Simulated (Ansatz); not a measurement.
## LuAgO2 (R-3m): phonons

Computed with PBEsol, all-electron LAPW in Ansatz 0.2.0, scalar-relativistic; not a measurement.

The cell comes from a PAW relaxation under the same functional.

The structure is one entry of a database and needn't be the stable phase.

Command line:

```sh
ansatz run input.yaml --threads 1 --pin off --max-ram 3072MiB --backend cpu --events-out ev --progress --plain --runs-dir out
```

Input file:

```yaml
crystal:
  lattice:
    - [1.69567017838, 0.97899563394, 6.16316488141]
    - [-1.69567017838, 0.97899563394, 6.16316488141]
    - [0.0, -1.95799126789, 6.16316488141]
  atoms:
    - { symbol: Lu, position: [0.5, 0.5, 0.5] }
    - { symbol: Ag, position: [0.0, 0.0, 0.0] }
    - { symbol: O, position: [0.889495978921, 0.889495978921, 0.889495978921] }
    - { symbol: O, position: [0.110504021079, 0.110504021079, 0.110504021079] }
kpoints:
  mp_grid: { grid: [6, 6, 6] }
scf:
  occupations: { method: fixed }
hamiltonian:
  xc: pbesol
  pseudopotentials: { kind: all_electron, lapw: { basis_error: 0.001 } }
phonons:
  supercell: [1, 1, 1]
```

Output:

```
Warning: RAYON_NUM_THREADS=1 ignored (pool sized by the plan → 1); use --threads N
LAPW: plane waves up to 10.700 Å⁻¹, error target 1.0e-3 eV per atom; small_component_spin mean_spin; O in spheres of 0.878 Å, 8 of its electrons in bands, Dirac shells []; Ag in spheres of 1.104 Å, 35 of its electrons in bands, ...
Engine: ansatz 0.2.0, aarch64-unknown-linux-gnu
Pseudopotentials: kind: all_electron
Pseudopotential: Lu, LAPW, valence charge 43, lapw/all_electron/scalar/gaussian/Lu, Koelling and Harmon's equation, gaussian nucleus
Pseudopotential: Ag, LAPW, valence charge 35, lapw/all_electron/scalar/gaussian/Ag, Koelling and Harmon's equation, gaussian nucleus
Pseudopotential: O, LAPW, valence charge 8, lapw/all_electron/scalar/gaussian/O, Koelling and Harmon's equation, gaussian nucleus
Functional definition: PBEsol
  exchange = pbesol_x
  correlation = pbesol_c
davidson cushion auto → on  (no smearing: the cushion is to keep the highest requested band from converging to the state above it; pin scf.eigensolver.cushion to override)
Crystal: 4 atoms, lattice volume = 61.387 Å³
Basis set: ecut = 436.185876050059 eV, 1245 PW (Γ), FFT grids on a1−a3, a2−a3, a3, exchange–correlation at level 2
Bands: 57, of which v1, the nominal top of the filled ones, is band 47 counted from 1 (46 counted from 0)
Symmetry: 12 space group operations
k-points: 32 of 216
Non-local potential: Lu, projectors of the file, none
Non-local potential: Ag, projectors of the file, none
Non-local potential: O, projectors of the file, none
Initial density: superposition of atomic densities (chi_scale 0.1, normalization cell, long waves kept (reshape's long-wave potential 0.11 eV rms))
Initial wavefunctions: plane waves of lowest kinetic energy (no species holds an atomic orbital)
Functional: x = pbesol(κ = 0.804, μ = 0.12345679012345678), c = pbesol(β = 0.046)
iter 1 solved again at ethr=1.16e-2 eV; its pass at ethr=1.00e-1 eV (dr2=1.09e1 eV) is discarded
SCF iter   1: F=—  HF=-544802.362841 eV  |F-HF|=—  |Δ(HF+E_count)|=         —  Δρ=1.10e-1  dr2=1.09e1  ethr=1.16e-2  ⟨swp⟩=2.0  Hψ=10943  notcnv=0
preconditioner: auto → Resta (q_TF=auto, 2.929 Å⁻¹)  ε∞=5.5  [insulator: Δε(μ)=0.915 eV  Ē_g=15.173 eV  n_scr=28 (ndim 8)  ℏωp=32.1 eV  f_vac=0.178  ε∞_Penn≈5.5]
iter 2 solved again at ethr=6.52e-4 eV; its pass at ethr=1.16e-2 eV (dr2=6.12e-1 eV) is discarded
SCF iter   2: F=—  HF=-544798.338152 eV  |F-HF|=—  |Δ(HF+E_count)|=    4.02e0  Δρ=2.58e-2  dr2=6.11e-1  ethr=6.52e-4  ⟨swp⟩=2.0  Hψ=9126  notcnv=0
SCF iter   3: F=—  HF=-544797.963226 eV  |F-HF|=—  |Δ(HF+E_count)|=   3.75e-1  Δρ=2.67e-2  dr2=9.52e-1  ethr=6.51e-4  ⟨swp⟩=2.9  Hψ=5623  notcnv=0
SCF iter   4: F=—  HF=-544797.896194 eV  |F-HF|=—  |Δ(HF+E_count)|=         —  Δρ=8.11e-3  dr2=8.97e-2  ethr=6.51e-4  ⟨swp⟩=3.0  Hψ=5364  notcnv=0
the basis was enlarged: its passes take 697.0 KiB over the memory plan, 1 of 1 planned eigensolver slots
SCF iter   5: F=—  HF=-544797.726770 eV  |F-HF|=—  |Δ(HF+E_count)|=   1.69e-1  Δρ=5.02e-3  dr2=1.26e-2  ethr=9.54e-5  ⟨swp⟩=3.0  Hψ=5965  notcnv=0
SCF iter   6: F=—  HF=-544797.722959 eV  |F-HF|=—  |Δ(HF+E_count)|=   3.81e-3  Δρ=1.97e-3  dr2=1.80e-3  ethr=1.34e-5  ⟨swp⟩=2.9  Hψ=5576  notcnv=0
[... 40 lines left out ...]
iter 4 solved again at ethr=2.17e-9 eV; its pass at ethr=2.23e-8 eV (dr2=2.04e-6 eV) is discarded
SCF iter   4: F=—  HF=-544797.722817 eV  |F-HF|=—  |Δ(HF+E_count)|=   1.02e-5  Δρ=5.06e-5  dr2=2.04e-6  ethr=2.17e-9  ⟨swp⟩=2.0  Hψ=20618  notcnv=0
SCF iter   5: F=—  HF=-544797.722817 eV  |F-HF|=—  |Δ(HF+E_count)|=   8.64e-8  Δρ=1.85e-5  dr2=2.04e-7  ethr=2.17e-9  ⟨swp⟩=3.0  Hψ=12226  notcnv=0
SCF iter   6: F=—  HF=-544797.722817 eV  |F-HF|=—  |Δ(HF+E_count)|=   4.59e-8  Δρ=9.13e-6  dr2=4.82e-8  ethr=2.17e-10  ⟨swp⟩=3.0  Hψ=11973  notcnv=0
SCF iter   7: F=—  HF=-544797.722817 eV  |F-HF|=—  |Δ(HF+E_count)|=   2.92e-8  Δρ=3.04e-6  dr2=5.88e-9  ethr=5.12e-11  ⟨swp⟩=3.0  Hψ=12643  notcnv=0
SCF iter   8: F=-544797.722817 eV  HF=-544797.722817 eV  |F-HF|=4.66e-10  |Δ(HF+E_count)|=   3.61e-9  Δρ=6.90e-7  dr2=4.49e-10  ethr=2.19e-11 (applied; sched 6.26e-12)  ⟨swp⟩=3.0  Hψ=12253  notcnv=0
SCF 4 converged in 8 iterations: F = -544797.722817 eV  dr2 = 4.49e-10
iter 1 solved again at ethr=3.63e-7 eV; its pass at ethr=1.00e-1 eV (dr2=3.41e-4 eV) is discarded
SCF iter   1: F=—  HF=-544797.722909 eV  |F-HF|=—  |Δ(HF+E_count)|=         —  Δρ=5.50e-4  dr2=3.05e-4  ethr=3.63e-7  ⟨swp⟩=4.7  Hψ=29177  notcnv=0
preconditioner: auto → Resta (q_TF=auto, 2.929 Å⁻¹)  ε∞=5.6  [insulator: Δε(μ)=2.154 eV  Ē_g=15.043 eV  n_scr=28 (ndim 8)  ℏωp=32.1 eV  f_vac=0.247  ε∞_Penn≈5.6]
SCF iter   2: F=—  HF=-544797.722826 eV  |F-HF|=—  |Δ(HF+E_count)|=   8.30e-5  Δρ=3.32e-4  dr2=1.14e-4  ethr=3.25e-7  ⟨swp⟩=2.0  Hψ=11767  notcnv=0
SCF iter   3: F=—  HF=-544797.722796 eV  |F-HF|=—  |Δ(HF+E_count)|=   2.99e-5  Δρ=1.56e-4  dr2=2.09e-5  ethr=1.21e-7  ⟨swp⟩=3.0  Hψ=12687  notcnv=0
iter 4 solved again at ethr=2.14e-9 eV; its pass at ethr=2.22e-8 eV (dr2=2.01e-6 eV) is discarded
SCF iter   4: F=—  HF=-544797.722786 eV  |F-HF|=—  |Δ(HF+E_count)|=   1.01e-5  Δρ=5.05e-5  dr2=2.01e-6  ethr=2.14e-9  ⟨swp⟩=2.0  Hψ=20628  notcnv=0
SCF iter   5: F=—  HF=-544797.722786 eV  |F-HF|=—  |Δ(HF+E_count)|=   1.20e-7  Δρ=1.79e-5  dr2=1.88e-7  ethr=2.14e-9  ⟨swp⟩=3.0  Hψ=12214  notcnv=0
SCF iter   6: F=—  HF=-544797.722786 eV  |F-HF|=—  |Δ(HF+E_count)|=   2.55e-8  Δρ=8.99e-6  dr2=4.69e-8  ethr=2.00e-10  ⟨swp⟩=3.0  Hψ=12069  notcnv=0
SCF iter   7: F=—  HF=-544797.722786 eV  |F-HF|=—  |Δ(HF+E_count)|=   2.63e-8  Δρ=3.10e-6  dr2=6.00e-9  ethr=4.99e-11  ⟨swp⟩=3.0  Hψ=12610  notcnv=0
SCF iter   8: F=—  HF=-544797.722786 eV  |F-HF|=—  |Δ(HF+E_count)|=   6.98e-9  Δρ=8.26e-7  dr2=5.68e-10  ethr=2.19e-11 (applied; sched 6.39e-12)  ⟨swp⟩=3.0  Hψ=12244  notcnv=0
SCF iter   9: F=-544797.722786 eV  HF=-544797.722786 eV  |F-HF|=2.33e-10  |Δ(HF+E_count)|=   3.14e-9  Δρ=5.08e-7  dr2=2.24e-10  ethr=2.09e-11 (applied; sched 1.00e-12)  ⟨swp⟩=2.0  Hψ=11765  notcnv=0
SCF 5 converged in 9 iterations: F = -544797.722786 eV  dr2 = 2.24e-10
SCF converged after 13 iterations
Free energy (F): -544797.723334 eV
Harris-Foulkes:  -544797.723334 eV  (|F-HF|=3.49e-10)
Internal energy: -544797.723334 eV  (E = F + TS)
E sigma→0 (E₀):  -544797.723334 eV
Fermi energy:    12.192670 eV
--- Per-component energies (eV) ---
  E_band       = -13529.329476
  E_kinetic    = 594580.005945
  E_xc         = -12537.943779
  E_electrostatic = -1126839.785501  (all electrons and nuclei)
  E_smearing   = -0.000000  (= −TS)
  E_closure    = 0.000000  (closes the sum)
  Σ components = -544797.723334   (vs F -544797.723334, Δ=0.00e0)
  Basis errors (estimates in eV, not in F): energy 4.4e-4 per atom: plane waves 4.2e-4 (2.5e-4 summed), levels above the bands 0.0e0, relativity 6.3e-8, radial functions 2.4e-5, core shells 7.0e-7; eigenvalues (radial functions ...
--- Forces (eV/Å), atoms counted from 1 ---
  atom   1  Lu     0.00000000     0.00000000    -0.00000000
  atom   2  Ag     0.00000000     0.00000000     0.00000000
  atom   3  O      0.00000000     0.00000000    -0.00352553
  atom   4  O      0.00000000    -0.00000000     0.00352553
  max |Σ_I F_I| component: 9.25e-18 eV/Å
--- Phonons: 4 displaced members + reference (amplitude 0.01 Å, Σ member SCF iterations 34) ---
  symmetry images taken by strict's conditions (phonons.symmetry_images: auto; settled by no image being taken that strict refuses)
  ASR residual: 1.038e-3 → 0.000e0 eV/Å²; symmetrization residual: 2.659e-4 eV/Å²
  largest component of a force at the reference: 3.5e-3 eV/Å
  ASR residual per site (eV/Å²): 1.04e-3 9.05e-4 7.08e-4 7.08e-4
  Γ frequencies (cm⁻¹): 0.00 0.00 0.00 77.48 77.48 195.37 303.77 303.77 392.88 392.88 519.30 618.87
  density of states and harmonic sums: on the 21×21×21 q-mesh, interpolated from the force constants of a 1×1×1 supercell (no non-analytic term)
  largest difference from the sums on the solved wave vectors: F 5.50e-1 eV, S 8.09e-4 and C_V 2.58e-4 eV/K
```

The run converged.

### Zone-centre phonons

Harmonic phonons of a crystal by Kohn-Sham DFT at the given cell, standard atomic masses, acoustic sum rule imposed; negative wavenumbers are unstable modes; optical zone-centre levels upwards with Mulliken labels, activity, and the element with most of the kinetic energy.

```
Point group : -3m
```

| number | phonon wavenumber (cm⁻¹) | label | infrared | raman | lead element |
| --- | --- | --- | --- | --- | --- |
| 1 | 77.5 | Eu | yes | no | Ag |
| 2 | 195.4 | A2u | yes | no | Ag |
| 3 | 303.8 | Eu | yes | no | O |
| 4 | 392.9 | Eg | no | yes | O |
| 5 | 519.3 | A2u | yes | no | O |
| 6 | 618.9 | A1g | no | yes | O |

Limits of these numbers: zone-boundary modes aren't tested; no LO-TO term at the zone centre.

Time and hardware: 13 min on 1 thread of Arm Neoverse V2, on a shared host, peak memory 0.91 GiB.
